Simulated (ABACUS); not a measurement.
A self-consistent single point of ZnS (P6_3mc, 8 atoms in the cell; from Materials Project mp-10281, changed as shown).

```
CELL_PARAMETERS angstrom
      3.77962     0.00000     0.00000
     -1.88981     3.27325     0.00000
      0.00000     0.00000    12.60385
ATOMIC_POSITIONS crystal
  Zn 0.66667 0.33333 0.74993
  Zn 0.33333 0.66667 0.24993
  Zn 0.00000 0.00000 0.50000
  Zn 0.00000 0.00000 0.00000
  S  0.66667 0.33333 0.93773
  S  0.33333 0.66667 0.43773
  S  0.00000 0.00000 0.68734
  S  0.00000 0.00000 0.18734
```

All values come from this method and carry its errors: PBE, numerical atomic orbitals TZDP (confined pseudo-atomic orbitals with Gaussian additions; energy shift 0.01 Ry), PseudoDojo 0.5 standard norm-conserving PBE (tails mended) pseudopotentials in ABACUS.

ABACUS settings:

- basis = TZDP numerical atomic orbitals, energy shift 0.01 Ry
- KPT = Gamma 12 12 4 0 0 0
- basis_type = lcao
- ecutwfc = 100 Ry
- smearing_method = fixed
- potentials = PseudoDojo 0.5 standard norm-conserving PBE (tails mended)
- symmetry = 1
- symmetry_prec = 1e-05
- ks_solver = genelpa
- scf_nmax = 100
- scf_thr = 1.0e-07
- mixing_type = broyden

Results:

- Number of valence electrons = 104
- Number of bands = 63
- Number of k-points after the program's reduction = 57
- Size of the basis = 244
- Number of SCF iterations = 10
- Free energy E − TS = -23956.3613 eV
- Top of the valence band (on the code's own zero) = 7.55 eV
- Gap on the k-point mesh = 2.38 eV
- Pressure = 3.00 GPa
- Largest force (vector length) = 0.165 eV/Å

Forces (eV/Å):
```json
[
 {"atom": "Zn1", "Fx": "0.000", "Fy": "0.000", "Fz": "0.140"},
 {"atom": "Zn2", "Fx": "0.000", "Fy": "0.000", "Fz": "0.140"},
 {"atom": "Zn3", "Fx": "0.000", "Fy": "0.000", "Fz": "0.165"},
 {"atom": "Zn4", "Fx": "0.000", "Fy": "0.000", "Fz": "0.165"},
 {"atom": "S5", "Fx": "0.000", "Fy": "0.000", "Fz": "-0.159"},
 {"atom": "S6", "Fx": "0.000", "Fy": "0.000", "Fz": "-0.159"},
 {"atom": "S7", "Fx": "0.000", "Fy": "0.000", "Fz": "-0.145"},
 {"atom": "S8", "Fx": "0.000", "Fy": "0.000", "Fz": "-0.145"}
]
```

Stress (GPa, positive for compression):
```
3.94  0.00  0.00
0.00  3.94  0.00
0.00  0.00  1.11
```

Gaps are taken between levels on the mesh.

For comparison: a first run was changed to give this one (lattice vector c scaled by 1.02), and from it to this one the free energy drops by 6.8 meV/atom, the pressure goes from 4.69 to 3.00 GPa and the gap on the mesh goes from 2.525 to 2.383 eV.

The atom-centred basis is finite, which shifts total energies, pressures, gaps and forces against plane waves. The structure comes from a collection of computed structures, made at another level of theory; the collection holds predicted forms beside known ones. Its lattice was then scaled.

Cost on one core: very roughly 40 core-seconds.

The atomic orbitals were generated for these runs; they are not ABACUS's published sets and were checked against plane waves on a few crystals only.

“Tails mended”: in these copies of the files the far tail of each local potential was reset to the Coulomb form.
